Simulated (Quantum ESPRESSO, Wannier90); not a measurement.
**Bi (C2/m, model phase), plane waves to Wannier functions**

Materials Project entry mp-23157; symmetrised, unrelaxed at this level. This isn't the element's usual structure (rhombohedral); take it as a model of another phase. Level: LDA, no spin polarisation, no spin-orbit coupling; pw.x of Quantum ESPRESSO at 56 Ry with PseudoDojo potentials, 8×8×10 k-points, Wannier90. Density: 10×10×14 mesh, cold smearing 0.01 Ry. Spin-orbit coupling is left out although heavy elements are present.

On the energy scale of pw.x, whose zero is arbitrary, the Fermi level lies at 10.02 eV.

Input w.win:

```
num_bands = 15
num_wann = 8
exclude_bands = 1-10
num_iter = 800
conv_tol = 1.0e-6
conv_window = 4
dis_num_iter = 1000
dis_conv_tol = 1.0e-6
dis_froz_max = 12.52
write_hr = true
write_u_matrices = true
begin projections
Bi: s;p
end projections
begin unit_cell_cart
ang
    3.4886000000   -3.1325800000    0.0000000000
    3.4886000000    3.1325800000    0.0000000000
   -1.2602340000    0.0000000000    3.1135540000
end unit_cell_cart
begin atoms_frac
Bi   0.2469400000  0.2469400000  0.1426200000
Bi  -0.2469400000 -0.2469400000 -0.1426200000
end atoms_frac
mp_grid = 8 8 10
begin kpoints
0.0000000000 0.0000000000 0.0000000000
0.0000000000 0.0000000000 0.1000000000
0.0000000000 0.0000000000 0.2000000000
... (637 more lines: the 8x8x10 mesh through Gamma)
end kpoints
```

Input of pw2wannier90.x that gives the overlap and projection files (equivalent; here they were cut from one run over all bands):

```
&inputpp
  outdir = './out'
  prefix = 'pwscf'
  seedname = 'w'
  write_amn = .true.
  write_mmn = .true.
/
```

Output w.wout (banner and timings cut):

```
                                    ------
                                    SYSTEM
                                    ------

                              Lattice Vectors (Ang)
                    a_1     3.488600  -3.132580   0.000000
                    a_2     3.488600   3.132580   0.000000
                    a_3    -1.260234   0.000000   3.113554

                   Unit Cell Volume:      68.05182  (Ang^3)

                        Reciprocal-Space Vectors (Ang^-1)
                    b_1     0.900531  -1.002877   0.364497
                    b_2     0.900531   1.002877   0.364497
                    b_3    -0.000000   0.000000   2.018011

 *----------------------------------------------------------------------------*
 |   Site       Fractional Coordinate          Cartesian Coordinate (Ang)     |
 +----------------------------------------------------------------------------+
 | bi   1   0.24694   0.24694   0.14262   |    1.54322   0.00000   0.44406    |
 | bi   2  -0.24694  -0.24694  -0.14262   |   -1.54322   0.00000  -0.44406    |
 *----------------------------------------------------------------------------*
                                ------------
                                K-POINT GRID
                                ------------

             Grid size =  8 x  8 x 10      Total points =  640

 *---------------------------------- MAIN ------------------------------------*
 |  Number of Wannier Functions               :                 8             |
 |  Number of Objective Wannier Functions     :                 8             |
 |  Number of input Bloch states              :                15             |
 |  Output verbosity (1=low, 5=high)          :                 1             |
 |  Timing Level (1=low, 5=high)              :                 1             |
 |  Optimisation (0=memory, 3=speed)          :                 3             |
 |  Length Unit                               :               Ang             |
 |  Post-processing setup (write *.nnkp)      :                 F             |
 |  Using Gamma-only branch of algorithms     :                 F             |
 *----------------------------------------------------------------------------*
 *------------------------------- WANNIERISE ---------------------------------*
 |  Total number of iterations                :               800             |
 |  Number of CG steps before reset           :                 5             |
 |  Trial step length for line search         :             2.000             |
 |  Convergence tolerence                     :         0.100E-05             |
 |  Convergence window                        :                 4             |
 |  Iterations between writing output         :                 1             |
 |  Iterations between backing up to disk     :               100             |
 |  Write r^2_nm to file                      :                 F             |
 |  Write xyz WF centres to file              :                 F             |
 |  Write on-site energies <0n|H|0n> to file  :                 F             |
 |  Use guiding centre to control phases      :                 F             |
 |  Use phases for initial projections        :                 F             |
 *----------------------------------------------------------------------------*
 *------------------------------- DISENTANGLE --------------------------------*
 |  Using band disentanglement                :                 T             |
 |  Total number of iterations                :              1000             |
 |  Mixing ratio                              :             0.500             |
 |  Convergence tolerence                     :         1.000E-06             |
 |  Convergence window                        :                 3             |
 *----------------------------------------------------------------------------*
 *-------------------------------- PLOTTING ----------------------------------*
 |  Plotting Hamiltonian in WF basis          :                 T             |
 *----------------------------------------------------------------------------*

 *---------------------------------- K-MESH ----------------------------------*
 +----------------------------------------------------------------------------+
 |                    Distance to Nearest-Neighbour Shells                    |
 |                    ------------------------------------                    |
 |          Shell             Distance (Ang^-1)          Multiplicity         |
 |          -----             -----------------          ------------         |
 |             1                   0.174534                      4            |
 |             2                   0.201801                      2            |
 |             3                   0.229776                      4            |
 |             4                   0.242875                      2            |
 |             5                   0.250719                      2            |
 |             6                   0.250867                      2            |
 |             7                   0.299290                      4            |
 |             8                   0.321844                      4            |
       ... (lines left out)
 +----------------------------------------------------------------------------+
 | The b-vectors are chosen automatically                                     |
 | The following shells are used:                       1,  2,  3,  4         |
 +----------------------------------------------------------------------------+
 |                        Shell   # Nearest-Neighbours                        |
 |                        -----   --------------------                        |
 |                          1               4                                 |
 |                          2               2                                 |
 |                          3               4                                 |
 |                          4               2                                 |
 +----------------------------------------------------------------------------+
 | Completeness relation is fully satisfied [Eq. (B1), PRB 56, 12847 (1997)]  |
 +----------------------------------------------------------------------------+
 |                  b_k Vectors (Ang^-1) and Weights (Ang^2)                  |
 |                  ----------------------------------------                  |
 |            No.         b_k(x)      b_k(y)      b_k(z)        w_b           |
 |            ---        --------------------------------     --------        |
 |             1         0.112566    0.125360    0.045562    11.453792        |
 |             2         0.112566   -0.125360    0.045562    11.453792        |
 |             3        -0.112566   -0.125360   -0.045562    11.453792        |
 |             4        -0.112566    0.125360   -0.045562    11.453792        |
 |             5         0.000000    0.000000    0.201801     5.380262        |
 |             6         0.000000    0.000000   -0.201801     5.380262        |
 |             7        -0.112566   -0.125360    0.156239     4.454538        |
 |             8        -0.112566    0.125360    0.156239     4.454538        |
 |             9         0.112566    0.125360   -0.156239     4.454538        |
 |            10         0.112566   -0.125360   -0.156239     4.454538        |
 |            11         0.225133    0.000000    0.091124     1.910733        |
 |            12        -0.225133    0.000000   -0.091124     1.910733        |
 +----------------------------------------------------------------------------+
 |                           b_k Directions (Ang^-1)                          |
 |                           -----------------------                          |
 |            No.           x           y           z                         |
 |            ---        --------------------------------                     |
 |             1         0.112566    0.125360    0.045562                     |
 |             2         0.112566   -0.125360    0.045562                     |
 |             3         0.000000    0.000000    0.201801                     |
 |             4        -0.112566   -0.125360    0.156239                     |
 |             5        -0.112566    0.125360    0.156239                     |
 |             6         0.225133    0.000000    0.091124                     |
 +----------------------------------------------------------------------------+

 Starting a new Wannier90 calculation ...

 Reading overlaps from w.mmn

 Reading projections from w.amn

 *------------------------------- DISENTANGLE --------------------------------*
 +----------------------------------------------------------------------------+
 |                              Energy  Windows                               |
 |                              ---------------                               |
 |                   Outer:   -3.06936  to   24.97193  (eV)                   |
 |                   Inner:   -3.06936  to   12.52000  (eV)                   |
 +----------------------------------------------------------------------------+
   Number of target bands to extract:    8

                   Unitarised projection of Wannier functions
                   ------------------------------------------
   A_mn = <psi_m|g_n> --> S = A.A^+ --> U = S^-1/2.A
   In dis_project... done
   Using an inner window (linner = T)
   In dis_proj_froz... done

                   Extraction of optimally-connected subspace
                   ------------------------------------------
 +---------------------------------------------------------------------+<-- DIS
 |  Iter     Omega_I(i-1)      Omega_I(i)      Delta (frac.)           |<-- DIS
 +---------------------------------------------------------------------+<-- DIS
       1      19.93809610      17.44210219       1.431E-01    <-- DIS
       2      17.41498196      16.93697396       2.822E-02    <-- DIS
       3      16.98772042      16.64224229       2.076E-02    <-- DIS
       4      16.68209757      16.45922855       1.354E-02    <-- DIS
       5      16.47634259      16.34203007       8.219E-03    <-- DIS
       6      16.34145668      16.26521722       4.687E-03    <-- DIS
       ... (lines left out)
      59      16.08848930      16.08850386      -9.046E-07    <-- DIS
      60      16.08849015      16.08850324      -8.138E-07    <-- DIS
      61      16.08849094      16.08850272      -7.322E-07    <-- DIS

             <<<      Delta < 1.000E-06  over  3 iterations     >>>
             <<< Disentanglement convergence criteria satisfied >>>

        Final Omega_I    16.08850272 (Ang^2)

 +----------------------------------------------------------------------------+

 Writing checkpoint file w.chk... done

 *------------------------------- WANNIERISE ---------------------------------*
 +--------------------------------------------------------------------+<-- CONV
 | Iter  Delta Spread     RMS Gradient      Spread (Ang^2)            |<-- CONV
 +--------------------------------------------------------------------+<-- CONV

 ------------------------------------------------------------------------------
 Initial State
  WF centre and spread    1  (  1.540185, -0.000000,  0.441723 )     1.51014353
  WF centre and spread    2  (  1.514226, -0.000000,  0.420154 )     3.00482313
  WF centre and spread    3  (  1.648968,  0.000000,  0.421797 )     3.30518722
  WF centre and spread    4  (  1.510630, -0.000000,  0.517128 )     3.27069722
  WF centre and spread    5  ( -1.540185,  0.000000, -0.441723 )     1.51014353
  WF centre and spread    6  ( -1.514226,  0.000000, -0.420154 )     3.00482312
  WF centre and spread    7  ( -1.648968, -0.000000, -0.421797 )     3.30518724
  WF centre and spread    8  ( -1.510630, -0.000000, -0.517128 )     3.27069722
  Sum of centres and spreads ( -0.000000,  0.000000, -0.000000 )    22.18170220

      0     0.222E+02     0.0000000000       22.1817021970  <-- CONV
        O_D=      0.0733373 O_OD=      6.0198622 O_TOT=     22.1817022 <-- SPRD
 ------------------------------------------------------------------------------
      1    -0.436E-01     0.1451600350       22.1380790224  <-- CONV
        O_D=      0.0693339 O_OD=      5.9802424 O_TOT=     22.1380790 <-- SPRD
      2    -0.507E-01     0.1361664479       22.0873384634  <-- CONV
        O_D=      0.0681570 O_OD=      5.9306787 O_TOT=     22.0873385 <-- SPRD
      3    -0.348E-01     0.1332154979       22.0525042585  <-- CONV
        O_D=      0.0641436 O_OD=      5.8998579 O_TOT=     22.0525043 <-- SPRD
      4    -0.154E-01     0.0940407292       22.0370549344  <-- CONV
        O_D=      0.0611101 O_OD=      5.8874422 O_TOT=     22.0370549 <-- SPRD
      5    -0.676E-02     0.0614999368       22.0302933541  <-- CONV
        O_D=      0.0596474 O_OD=      5.8821433 O_TOT=     22.0302934 <-- SPRD
       ... (lines left out)
    100    -0.864E-03     0.0202396351       19.4651581281  <-- CONV
        O_D=      0.0472983 O_OD=      3.3293571 O_TOT=     19.4651581 <-- SPRD
       ... (lines left out)
    200    -0.391E-04     0.0036145325       19.4236062433  <-- CONV
        O_D=      0.0466143 O_OD=      3.2884892 O_TOT=     19.4236062 <-- SPRD
       ... (lines left out)
    300    -0.107E-04     0.0018315640       19.4213310073  <-- CONV
        O_D=      0.0464332 O_OD=      3.2863950 O_TOT=     19.4213310 <-- SPRD
       ... (lines left out)
    400    -0.370E-02     0.0420585442       19.3204587031  <-- CONV
        O_D=      0.0454131 O_OD=      3.1865429 O_TOT=     19.3204587 <-- SPRD
       ... (lines left out)
    500    -0.653E-03     0.0147840660       18.8783143775  <-- CONV
        O_D=      0.0382286 O_OD=      2.7515831 O_TOT=     18.8783144 <-- SPRD
       ... (lines left out)
    600    -0.106E-03     0.0063974511       18.8382430218  <-- CONV
        O_D=      0.0374436 O_OD=      2.7122967 O_TOT=     18.8382430 <-- SPRD
       ... (lines left out)
    700    -0.168E-05     0.0009213332       18.8363872056  <-- CONV
        O_D=      0.0374594 O_OD=      2.7104250 O_TOT=     18.8363872 <-- SPRD
       ... (lines left out)
    717    -0.913E-06     0.0005531863       18.8363392716  <-- CONV
        O_D=      0.0374608 O_OD=      2.7103758 O_TOT=     18.8363393 <-- SPRD
    718    -0.920E-06     0.0005852026       18.8363383512  <-- CONV
        O_D=      0.0374590 O_OD=      2.7103766 O_TOT=     18.8363384 <-- SPRD
    719    -0.465E-06     0.0004441907       18.8363378863  <-- CONV
        O_D=      0.0374582 O_OD=      2.7103770 O_TOT=     18.8363379 <-- SPRD
             <<<     Delta < 1.000E-06  over  4 iterations     >>>
             <<< Wannierisation convergence criteria satisfied >>>
 Final State
  WF centre and spread    1  (  1.345508,  0.531879,  0.778274 )     2.32213239
  WF centre and spread    2  (  1.315173,  0.000998, -0.149590 )     2.32887289
  WF centre and spread    3  (  2.205566,  0.001213,  0.398212 )     2.44362467
  WF centre and spread    4  (  1.347335, -0.534068,  0.775847 )     2.32352882
  WF centre and spread    5  ( -1.344764,  0.530882, -0.779413 )     2.32154306
  WF centre and spread    6  ( -1.315060,  0.001915,  0.149539 )     2.32894468
  WF centre and spread    7  ( -2.205558,  0.002276, -0.398098 )     2.44355741
  WF centre and spread    8  ( -1.348198, -0.535040, -0.774771 )     2.32413397
  Sum of centres and spreads (  0.000001,  0.000055, -0.000000 )    18.83633789

         Spreads (Ang^2)       Omega I      =    16.088502719
        ================       Omega D      =     0.037458190
                               Omega OD     =     2.710376977
    Final Spread (Ang^2)       Omega Total  =    18.836337886
```
